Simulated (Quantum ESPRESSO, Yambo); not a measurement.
KBr (rock salt, space group Fm-3m, No. 225) under isotropic strain of -0.7 % on all lattice vectors. The PBEsol cell relaxed from Materials Project entry mp-23251 was given an isotropic strain of -0.7 % on all lattice vectors, and the atoms were relaxed again. Chain: PBEsol (Quantum ESPRESSO, PseudoDojo norm-conserving, 74 Ry, scalar-relativistic); G0W0 in Yambo (4×4×4 Γ-centred k mesh, 125 bands and a 8 Ry block in the screening, 125 bands in G with the Bruneval-Gonze terminator, plasmon pole fitted at 27.2 eV); BSE (6×6×6 mesh, 3 valence and 7 conduction bands, static screening with 32 bands and a 4 Ry block, scissor 2.62 eV, Tamm-Dancoff).

| Item | Value |
|---|---|
| PBEsol gap (dense path) | 4.39 eV |
| PBEsol gap Γ → Γ on the GW mesh | 4.39 eV |
| PBEsol smallest direct gap on the GW mesh, at Γ | 4.39 eV |
| G0W0 direct gap at that point | 7.01 eV |
| G0W0 correction to the gap Γ → Γ | 2.62 eV |
| lowest exciton | no binding energy given (see below) |
| RPA electronic dielectric constant along x | 2.46 (10×10×10 mesh, PBEsol bands) |

Rough cost of the Yambo steps against G0W0 for 6 states: BSE within a factor of two, one RPA spectrum about 1/10.

Convergence of the G0W0 settings was not tested. The BSE states are vertical excitations (zero momentum). Convergence of the RPA response with its 10×10×10 mesh was not tested. The lowest state covers only about 3 of the 216 k points, so the mesh doesn't resolve it: its energy and its distance from the direct gap are mesh artefacts. An extended exciton needs a far denser mesh.

Spin-orbit splittings are left out.
